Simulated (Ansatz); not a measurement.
Ti$_{3}$O$_{5}$ in space group C2/m (No. 12; Pearson symbol mS32) at seven volumes, DFT-r²SCAN in the program Ansatz with PAW potentials, shape and atoms relaxed at each. One row is withheld.

```csv
V (Å³/atom),P (GPa)
9.826,?
10.150,12.34
10.474,5.73
10.798,0.00
11.122,-4.70
11.446,-9.07
11.770,-12.67
```

Task: Fit the shown pressures and predict the withheld one.

Result: Third-order Birch–Murnaghan: P = (3/2)B₀(x^(7/2) − x^(5/2))[1 + (3/4)(B′ − 4)(x − 1)] with x = (V₀/V)^(2/3). Least squares on the six rows gives V₀ = 10.802 Å³/atom, B₀ = 174.9 GPa, B′ = 3.95. At V = 9.826, x = 1.0652 and P = 19.97 GPa. The run itself gave 19.92 GPa.

The workflow started from a Materials Project entry (that database holds measured and hypothetical structures alike); the Crystallography Open Database files this formula in space group No. 12, but the cells were not matched. Whether it is the stable phase at ambient conditions was not checked. The r²SCAN relaxation kept the symmetry of its start; whether a distortion lowers the energy is not shown. No spin polarisation was allowed.

Potentials: the later of the program's two PAW sets.
